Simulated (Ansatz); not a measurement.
Values for one crystal, relaxed and computed with r²SCAN (plane waves, PAW; program Ansatz); other levels are named.

- Volume per atom = 5.64 Å³
- Band gap = 4.36 eV (indirect)
- Conduction-band minimum = on the Γ–X line, 72 % of the way from Γ (6 equivalent valleys)
- Valence-band maximum = at Γ
- Smallest direct gap on the standard path = 5.90 eV

Question: Pick the material that matches.
(A) O, α-O2
(B) C, diamond
(C) Ge, diamond
(D) Se, trigonal Se type

Answer: B, C, diamond

Space group Fd-3m (diamond). Symmetry was held in the r²SCAN relaxation.

Potentials: the later of the program's two PAW sets.
